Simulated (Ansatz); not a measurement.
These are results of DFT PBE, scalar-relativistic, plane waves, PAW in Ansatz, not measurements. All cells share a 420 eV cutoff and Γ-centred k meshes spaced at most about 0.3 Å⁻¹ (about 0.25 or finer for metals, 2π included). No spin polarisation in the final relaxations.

Temperature and zero-point effects are left out. All come from trial cells, and lower structures may exist.

Task: These unrelaxed guesses for NaW are each relaxed within their symmetry. Order them by the energy at which they end, lowest first.
A.

```
Na W
1.0
     3.29727    0.00000    0.00000
    -1.64864    2.85552    0.00000
     0.00000    0.00000    6.50499
Na W
2 2
Cartesian
  0.0000 0.0000 0.0000
  0.0000 0.0000 3.2525
  0.0000 1.9037 1.6262
  1.6486 0.9518 4.8787
```

B.

```
Na W
1.0
     4.18638    0.00000    0.00000
     0.00000    4.18638    0.00000
     0.00000    0.00000    4.39805
Na W
1 1
Direct
  0.50000 0.50000 0.14958
  0.50000 0.50000 0.54558
```

C.

```
Na W
1.0
     2.66810    0.00000    0.00000
    -1.33405    2.31065    0.00000
     0.00000    0.00000    6.71707
Na W
1 1
Direct
  0.00000 0.00000 0.50000
  0.00000 0.00000 0.00000
```

Result: A (ends in P6_3/mmc, 0 meV/atom), C (ends in P6/mmm, 120 meV/atom), B (ends in P4/mmm, 0.33 eV/atom). Even the lowest end lies +1.00 eV/atom against the elements.

These runs have no spin–orbit coupling, which can matter for W. Cells relaxed within their symmetry can be saddle points. Some types were kept out of the candidates beforehand, so the set may lack a known form.
